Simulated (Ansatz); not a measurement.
**Zone-centre phonons of In2O at 25 GPa: input and output**

Method: DFT LDA, scalar-relativistic, plane waves, PAW (Ansatz).

Launched with:
```bash
ansatz run input.yaml --threads 2 --pin off --max-ram 7168MiB --backend cpu --events-out ev --progress --plain --runs-dir out
```

Input (bare energies are in eV):
```yaml
crystal:
  lattice:
    - [2.9653492518, 0.0, 0.0]
    - [-1.4826746259, 2.5680677832, 0.0]
    - [0.0, 0.0, 11.9005760129]
  atoms:
    - { symbol: In, position: [0.0, 0.0, 0.3856531956] }
    - { symbol: In, position: [0.0, 0.0, 0.6143468044] }
    - { symbol: In, position: [0.6666666667, 0.3333333333, 0.1070384676] }
    - { symbol: In, position: [0.3333333333, 0.6666666667, 0.8929615324] }
    - { symbol: O, position: [0.6666666667, 0.3333333333, 0.2823251126] }
    - { symbol: O, position: [0.3333333333, 0.6666666667, 0.7176748874] }
basis:
  ecutwfc: 420
kpoints:
  mp_grid: { grid: [12, 12, 4] }
hamiltonian:
  xc: lda
scf:
  occupations: { method: fermi_dirac, width: 0.15 }
output:
  eigenvalues: true
phonons:
  method: dfpt
  eigenvectors: true
```

The end of the output:
```
--- Phonons (Γ-DFPT): 6 representative perturbations + reference, on 164 of 576 k-points (Σ response iterations 19) ---
  k mesh reduced under 2 symmetry operations, with k and −k counted as one. Each operation leaves every solved perturbation unchanged. A smaller set is not used because it would not reduce the number of displacements ...
  ASR residual: 1.247e-4 → 0.000e0 eV/Å²; symmetrization residual: 3.266e-5 eV/Å²
  ASR residual per site (eV/Å²): 1.35e-5 1.35e-5 7.31e-6 7.31e-6 1.25e-4 1.25e-4
  Γ frequencies (cm⁻¹): 0.00 0.00 0.00 16.96 16.96 17.09 17.09 26.47 26.47 139.38 196.96 238.23 360.90 360.90 364.04 364.04 525.68 541.44
  non-analytic LO–TO correction: not included (Born effective charges unavailable; polar crystals: no LO–TO splitting at Γ)
```

Time: 110 s on 2 threads of Intel(R) Xeon(R) 6975P-C (Granite Rapids), with other jobs on the host, peak memory 2.3 GiB.

The cell was built by swapping an element in a database structure (itself possibly hypothetical) and relaxing; it need not be the stable form of this composition. In a metal, frequencies and elastic constants depend on the k mesh and the smearing, soft modes and shear constants most. A semilocal functional can close a gap that the real compound has.